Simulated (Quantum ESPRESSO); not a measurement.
# Si3O4NF: finding a planted mistake in a log

Computed values, not a measurement. The program is pw.x of Quantum ESPRESSO 7.5 (plane-wave density functional theory). The cell is made up: 9 atoms on a quartz lattice, with randomly drawn elements, strain and displacements, not relaxed. PseudoDojo standard norm-conserving files (v0.5 for PBE, v0.4.1 for LDA and PBEsol) set the functional; there is no spin polarisation, spin-orbit coupling or dispersion term, and the masses in the input are unused placeholders.

Intended input:

```
&control calculation='scf', pseudo_dir='./dojo.nc.sr.pbe.v0_5.standard.upf', outdir='./o', disk_io='medium', tprnfor=.true., tstress=.true. /
&system ibrav=0, nat=9, ntyp=4, nbnd=30, ecutwfc=84.00895049, nosym=.true., tot_charge=0,
 occupations='smearing', smearing='fd', degauss=0.0018374661
/
&electrons conv_thr=7.350e-09, electron_maxstep=60, /
ATOMIC_SPECIES
F 1.0 F.upf
N 1.0 N.upf
O 1.0 O.upf
Si 1.0 Si.upf
CELL_PARAMETERS angstrom
5.0632 0.0 0.0
-2.5316 4.3849 0.0
0.0 0.0 5.5575
ATOMIC_POSITIONS angstrom
Si 2.3844 -0.0299 3.7074
Si -1.1814 2.068 1.8777
Si 1.3453 2.318 0.0001
O 1.4009 1.1575 4.3749
O 3.3501 0.621 2.5201
O 2.8485 2.5677 0.7056
N 0.2875 1.8268 1.1811
O -1.1325 3.1898 3.043
F 0.8301 3.7406 4.8674
K_POINTS automatic
5 5 4 1 1 1
```

The log is shortened where brackets say so; the opening notice, blank lines, dates and the lines on written files are dropped, and the path of the files is cut. It prints rydbergs, bohrs and kilobars, and counts compression as positive stress. Where no state is partly filled, the Fermi energy that it prints is only some level between the filled and the empty states on the mesh, and need not lie in the true gap.

Log of the intended run:

```
     Program PWSCF v.7.5
     Parallel version (MPI & OpenMP), running on       1 processor cores
     Number of MPI processes:                 1
     Threads/MPI process:                     1
     [start-up lines left out]
     bravais-lattice index     =            0
     lattice parameter (alat)  =       9.5681  a.u.
     unit-cell volume          =     832.6469 (a.u.)^3
     number of atoms/cell      =            9
     number of atomic types    =            4
     number of electrons       =        48.00
     number of Kohn-Sham states=           30
     kinetic-energy cutoff     =      84.0090  Ry
     charge density cutoff     =     336.0358  Ry
     scf convergence threshold =      7.3E-09
     mixing beta               =       0.7000
     number of iterations used =            8  plain     mixing
     Exchange-correlation= PBE
                           (   1   4   3   4   0   0   0)
     [axes and pseudopotential details left out]
   Cartesian axes
     site n.     atom                  positions (alat units)
         1        Si     tau(   1) = (   0.4709275  -0.0059054   0.7322247  )
         2        Si     tau(   2) = (  -0.2333307   0.4084374   0.3708524  )
         3        Si     tau(   3) = (   0.2657015   0.4578132   0.0000198  )
         4        O      tau(   4) = (   0.2766827   0.2286104   0.8640583  )
         5        O      tau(   5) = (   0.6616567   0.1226497   0.4977287  )
         6        O      tau(   6) = (   0.5625889   0.5071299   0.1393585  )
         7        N      tau(   7) = (   0.0567823   0.3607995   0.2332714  )
         8        O      tau(   8) = (  -0.2236728   0.6299968   0.6010033  )
         9        F      tau(   9) = (   0.1639477   0.7387818   0.9613288  )
     number of k points=    50  Fermi-Dirac smearing, width (Ry)=  0.0018
                       cart. coord. in units 2pi/alat
        k(    1) = (   0.1000000   0.1732035   0.1138821), wk =   0.0400000
        k(    2) = (   0.1000000   0.1732035   0.3416464), wk =   0.0400000
     [further k points left out]
     Dense  grid:    86563 G-vectors     FFT dimensions: (  60,  60,  64)
     Estimated max dynamical RAM per process >     111.61 MB
     Initial potential from superposition of free atoms
     starting charge      47.9981, renormalised to      48.0000
     Starting wfcs are   36 randomized atomic wfcs
     total cpu time spent up to now is       17.1 secs
     per-process dynamical memory:    68.2 Mb
     Self-consistent Calculation
     iteration #  1     ecut=    84.01 Ry     beta= 0.70
     Davidson diagonalization with overlap
     ethr =  1.00E-02,  avg # of iterations =  3.0
     total cpu time spent up to now is       54.2 secs
     total energy              =    -227.16398543 Ry
     estimated scf accuracy    <       2.69837477 Ry
     iteration #  2     ecut=    84.01 Ry     beta= 0.70
     Davidson diagonalization with overlap
     ethr =  5.62E-03,  avg # of iterations =  3.0
     total cpu time spent up to now is       91.5 secs
     total energy              =    -227.63115959 Ry
     estimated scf accuracy    <       3.02933260 Ry
     [iterations 3 to 10 left out]
     iteration # 11     ecut=    84.01 Ry     beta= 0.70
     Davidson diagonalization with overlap
     ethr =  1.40E-09,  avg # of iterations =  2.6
     total cpu time spent up to now is      402.2 secs
     total energy              =    -228.32209026 Ry
     estimated scf accuracy    <       0.00000003 Ry
     iteration # 12     ecut=    84.01 Ry     beta= 0.70
     Davidson diagonalization with overlap
     ethr =  6.81E-11,  avg # of iterations =  3.5
     total cpu time spent up to now is      434.9 secs
     End of self-consistent calculation
     [lines on levels left out]
     the Fermi energy is     5.0611 ev
!    total energy              =    -228.32209027 Ry
     estimated scf accuracy    <          1.3E-09 Ry
     smearing contrib. (-TS)   =      -0.00000000 Ry
     internal energy E=F+TS    =    -228.32209027 Ry
     The total energy is F=E-TS. E is the sum of the following terms:
     one-electron contribution =    -113.34558461 Ry
     hartree contribution      =      81.13654004 Ry
     xc contribution           =     -60.65809230 Ry
     ewald contribution        =    -135.45495340 Ry
     convergence has been achieved in  12 iterations
     Forces acting on atoms (cartesian axes, Ry/au):
     atom    1 type  4   force =    -0.12864415    0.10408372   -0.18491347
     atom    2 type  4   force =     0.04801048   -0.04269160   -0.07209906
     atom    3 type  4   force =     0.02871758   -0.18558070    0.21501819
     atom    4 type  3   force =     0.06596508   -0.02714202   -0.02332672
     atom    5 type  3   force =    -0.03744878   -0.02617128    0.07735091
     atom    6 type  3   force =    -0.07467699    0.01922835   -0.06637494
     atom    7 type  2   force =     0.03180400    0.02806838   -0.04570924
     atom    8 type  3   force =     0.03809219    0.07948227    0.11005712
     atom    9 type  1   force =     0.02818059    0.05072289   -0.01000278
     Total force =     0.451321     Total SCF correction =     0.000068
     Computing stress (Cartesian axis) and pressure
          total   stress  (Ry/bohr**3)                   (kbar)     P=      -29.06
  -0.00027310  -0.00032379   0.00010677          -40.18      -47.63       15.71
  -0.00032379  -0.00013758  -0.00017275          -47.63      -20.24      -25.41
   0.00010677  -0.00017275  -0.00018204           15.71      -25.41      -26.78
     init_run     :     16.03s CPU     16.96s WALL (       1 calls)
     electrons    :    403.17s CPU    417.80s WALL (       1 calls)
     forces       :      4.38s CPU      4.45s WALL (       1 calls)
     stress       :     18.09s CPU     18.40s WALL (       1 calls)
     [timing details left out]
     PWSCF        :   7m21.95s CPU   7m38.09s WALL
     JOB DONE.
```

A second run was made from an input with one planted mistake. Its log:

```
     Program PWSCF v.7.5
     Parallel version (MPI & OpenMP), running on       1 processor cores
     Number of MPI processes:                 1
     Threads/MPI process:                     1
     [start-up lines left out]
     bravais-lattice index     =            0
     lattice parameter (alat)  =       9.5681  a.u.
     unit-cell volume          =     832.6469 (a.u.)^3
     number of atoms/cell      =            9
     number of atomic types    =            4
     number of electrons       =        48.00
     number of Kohn-Sham states=           30
     kinetic-energy cutoff     =      84.0090  Ry
     charge density cutoff     =     336.0358  Ry
     scf convergence threshold =      7.3E-09
     mixing beta               =       0.7000
     number of iterations used =            8  plain     mixing
     Exchange-correlation= PBE
                           (   1   4   3   4   0   0   0)
     [axes and pseudopotential details left out]
   Cartesian axes
     site n.     atom                  positions (alat units)
         1        Si     tau(   1) = (   0.4709275  -0.0059054   0.7322247  )
         2        Si     tau(   2) = (  -0.2333307   0.4084374   0.3708524  )
         3        Si     tau(   3) = (   0.2657015   0.4578132   0.0000198  )
         4        O      tau(   4) = (   0.2766827   0.2286104   0.8640583  )
         5        O      tau(   5) = (   0.6616567   0.1226497   0.4977287  )
         6        O      tau(   6) = (   0.5625889   0.5071299   0.1393585  )
         7        O      tau(   7) = (   0.0567823   0.3607995   0.2332714  )
         8        N      tau(   8) = (  -0.2236728   0.6299968   0.6010033  )
         9        F      tau(   9) = (   0.1639477   0.7387818   0.9613288  )
     number of k points=    50  Fermi-Dirac smearing, width (Ry)=  0.0018
                       cart. coord. in units 2pi/alat
        k(    1) = (   0.1000000   0.1732035   0.1138821), wk =   0.0400000
        k(    2) = (   0.1000000   0.1732035   0.3416464), wk =   0.0400000
     [further k points left out]
     Dense  grid:    86563 G-vectors     FFT dimensions: (  60,  60,  64)
     Estimated max dynamical RAM per process >     111.61 MB
     Initial potential from superposition of free atoms
     starting charge      47.9981, renormalised to      48.0000
     Starting wfcs are   36 randomized atomic wfcs
     total cpu time spent up to now is       13.9 secs
     per-process dynamical memory:    85.4 Mb
     Self-consistent Calculation
     iteration #  1     ecut=    84.01 Ry     beta= 0.70
     Davidson diagonalization with overlap
     ethr =  1.00E-02,  avg # of iterations =  3.0
     total cpu time spent up to now is       55.4 secs
     total energy              =    -227.17300256 Ry
     estimated scf accuracy    <       2.69398544 Ry
     iteration #  2     ecut=    84.01 Ry     beta= 0.70
     Davidson diagonalization with overlap
     ethr =  5.61E-03,  avg # of iterations =  3.0
     total cpu time spent up to now is      100.5 secs
     total energy              =    -227.71093359 Ry
     estimated scf accuracy    <       2.81964359 Ry
     [iterations 3 to 10 left out]
     iteration # 11     ecut=    84.01 Ry     beta= 0.70
     Davidson diagonalization with overlap
     ethr =  2.52E-09,  avg # of iterations =  3.0
     total cpu time spent up to now is      446.0 secs
     total energy              =    -228.32873386 Ry
     estimated scf accuracy    <       0.00000003 Ry
     iteration # 12     ecut=    84.01 Ry     beta= 0.70
     Davidson diagonalization with overlap
     ethr =  6.37E-11,  avg # of iterations =  2.3
     total cpu time spent up to now is      476.2 secs
     End of self-consistent calculation
     [lines on levels left out]
     the Fermi energy is     5.0424 ev
!    total energy              =    -228.32873387 Ry
     estimated scf accuracy    <          2.4E-09 Ry
     smearing contrib. (-TS)   =      -0.00000000 Ry
     internal energy E=F+TS    =    -228.32873387 Ry
     The total energy is F=E-TS. E is the sum of the following terms:
     one-electron contribution =    -113.28526734 Ry
     hartree contribution      =      81.11637525 Ry
     xc contribution           =     -60.65968242 Ry
     ewald contribution        =    -135.50015937 Ry
     convergence has been achieved in  12 iterations
     Forces acting on atoms (cartesian axes, Ry/au):
     atom    1 type  4   force =    -0.16790135    0.03852829   -0.23512863
     atom    2 type  4   force =    -0.01189768   -0.00082582    0.07133659
     atom    3 type  4   force =     0.07995500   -0.16368033    0.10527570
     atom    4 type  3   force =     0.03609595    0.03357867    0.04800678
     atom    5 type  3   force =     0.00618550   -0.00570990    0.02200062
     atom    6 type  3   force =    -0.10128834   -0.00478220   -0.08320238
     atom    7 type  3   force =     0.04806251    0.02291647   -0.09166237
     atom    8 type  2   force =     0.04711477    0.06322418    0.09305027
     atom    9 type  1   force =     0.06367364    0.01675063    0.07032341
     Total force =     0.438573     Total SCF correction =     0.000066
     Computing stress (Cartesian axis) and pressure
          total   stress  (Ry/bohr**3)                   (kbar)     P=      -29.81
  -0.00039913  -0.00027476   0.00025724          -58.71      -40.42       37.84
  -0.00027476  -0.00004834  -0.00005580          -40.42       -7.11       -8.21
   0.00025724  -0.00005580  -0.00016052           37.84       -8.21      -23.61
     init_run     :     13.48s CPU     13.71s WALL (       1 calls)
     electrons    :    449.38s CPU    462.39s WALL (       1 calls)
     forces       :      5.01s CPU      5.08s WALL (       1 calls)
     stress       :     17.37s CPU     17.45s WALL (       1 calls)
     [timing details left out]
     PWSCF        :   8m 5.54s CPU   8m19.15s WALL
     JOB DONE.
```

Question: what was wrong in the second input?

Answer: two atoms have their elements exchanged. The input lines that differ, file-writing options aside:

```
- N 0.2875 1.8268 1.1811
+ O 0.2875 1.8268 1.1811
- O -1.1325 3.1898 3.043
+ N -1.1325 3.1898 3.043
```

|  | intended run | run with the mistake |
| --- | --- | --- |
| free energy (eV) | -3106.480 | -3106.571 |
| smearing term -TS (eV) | 0.0000 | 0.0000 |
| pressure (GPa) | -2.91 | -2.98 |
| largest force component (eV/Å) | 5.528 | 6.045 |
| largest change of a force component (eV/Å) |  | 3.688 |
| iterations | 12 | 12 |

For scale, a rerun of the intended cell at 1437 eV and a 7 x 7 x 6 mesh moved values by no more than 0.002 eV in energy, 0.02 GPa in stress and 0.002 eV/Å in force.